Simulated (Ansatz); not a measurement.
Here is the system:

HfRu:
```xyz
2
Lattice="3.2085 0.0000 0.0000 0.0000 3.2085 0.0000 0.0000 0.0000 3.2085" Properties=species:S:1:pos:R:3 pbc="T T T"
Ru     1.6042     1.6042     1.6042
Hf     0.0000     0.0000     0.0000
```

This is the PBEsol-relaxed structure.

**Question.** All from PBEsol in the plane-wave PAW code Ansatz, unless another level is named. Give the density of states at the Fermi level.

**Answer.** 0.17 states/eV per atom (mean over ±0.08 eV).

**Question.** What about the formation energy from the elements (no fitted shifts)?

**Answer.** -761 meV/atom.

**Question.** What about the gap with spin–orbit coupling?

**Answer.** none (metallic).

Space group Pm-3m (CsCl type). The workflow started from an entry of the Crystallography Open Database (COD). Its standing as an ambient phase is unchecked. The cell was relaxed with PBEsol under the symmetry of its start; of distortions, only those at the zone centre were tested. The run is not spin-polarised. The references are the lowest solids computed at this level, not always the standard phases. Spin–orbit coupling is left out wherever it is not named.

Potentials: the later of the program's two PAW sets.
